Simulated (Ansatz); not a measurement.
Relaxation of a generated trial cell of TiSi2 in the C49 structure type; 6 atoms in the cell, which starts as Cmcm (No. 63), oS12; a = 3.552 Å, b = 14.017 Å, c = 3.495 Å, α = 90.00°, β = 90.00°, γ = 90.00°. Level of theory: PBE (plane waves to 420 eV, PAW, scalar-relativistic; Ansatz, a first-principles code). Γ-centred k-mesh 7×7×7 on the run's cell (coarser than for final values), Fermi–Dirac smearing 0.05 eV. This is the first round of the run. 

The optimiser's lines from the output (shortened; P is positive under compression):

```
relax step   1: F+E_penalty+E_count = -7545.87689951 eV  Δ(F+E_penalty+E_count) = +0.000e0 eV  max|allowed force component| = 4.332e-1 eV/Å  Δτ_max = 0.0000 Å  P = -0.162 GPa  Ω = 87.000 Å³  (8 SCF iters, dr2 threshold 1.00e-7 eV, accepted)
relax step   2: F+E_penalty+E_count = -7545.96047519 eV  Δ(F+E_penalty+E_count) = -8.358e-2 eV  max|allowed force component| = 1.399e-1 eV/Å  Δτ_max = 0.0210 Å  P = +0.757 GPa  Ω = 85.176 Å³  (6 SCF iters, dr2 threshold 6.00e-7 eV, accepted)
relax step   3: F+E_penalty+E_count = -7545.97562318 eV  Δ(F+E_penalty+E_count) = -1.515e-2 eV  max|allowed force component| = 9.900e-2 eV/Å  Δτ_max = 0.0081 Å  P = -0.171 GPa  Ω = 86.088 Å³  (6 SCF iters, dr2 threshold 6.00e-7 eV, accepted)
relax step   4: F+E_penalty+E_count = -7545.97647769 eV  Δ(F+E_penalty+E_count) = -8.545e-4 eV  max|allowed force component| = 4.283e-2 eV/Å  Δτ_max = 0.0056 Å  P = -0.078 GPa  Ω = 86.051 Å³  (6 SCF iters, dr2 threshold 6.00e-7 eV, accepted)
relax step   5: F+E_penalty+E_count = -7545.97664982 eV  Δ(F+E_penalty+E_count) = -1.721e-4 eV  max|allowed force component| = 1.148e-2 eV/Å  Δτ_max = 0.0042 Å  P = +0.021 GPa  Ω = 86.023 Å³  (6 SCF iters, dr2 threshold 1.15e-7 eV, accepted)
relax step   6: F+E_penalty+E_count = -7545.97665791 eV  Δ(F+E_penalty+E_count) = -8.086e-6 eV  max|allowed force component| = 5.923e-4 eV/Å  Δτ_max = 0.0008 Å  P = -0.000 GPa  Ω = 86.029 Å³  (6 SCF iters, dr2 threshold 8.23e-9 eV, accepted)
relax step   7: F+E_penalty+E_count = -7545.97643787 eV  Δ(F+E_penalty+E_count) = +2.200e-4 eV  max|allowed force component| = 6.424e-4 eV/Å  Δτ_max = 0.0000 Å  P = +0.003 GPa  Ω = 86.029 Å³  stress off target by 6.99e-3 GPa  SCF on the basis re-selected at this cell (its energy is not comparable with the rows above)  (6 SCF iters)
```

From the first to the last row the energy changes by -0.02 eV/atom and the volume by -1.1 %. The last row is marked as not comparable with the walk above it, whose basis was carried along; it does compare with step 1, since both stand on a basis selected at the nominal cutoff for their own cell.

Later rounds, restarted from the end of this one on a renewed k-mesh, logged 5 more steps and released under 0.01 eV/atom more. The final structure after all rounds: Cmcm (No. 63), oS12, AFLOW prototype A2B_oC12_63_2c_c (C49, as in ZrSi2); a = 3.546 Å, b = 13.565 Å, c = 3.580 Å, α = β = γ = 90.00°. Between re-selections the logged energies stand on a plane-wave basis carried along with the cell. No spin polarisation in the result.

The run could not lose the symmetry of its start.
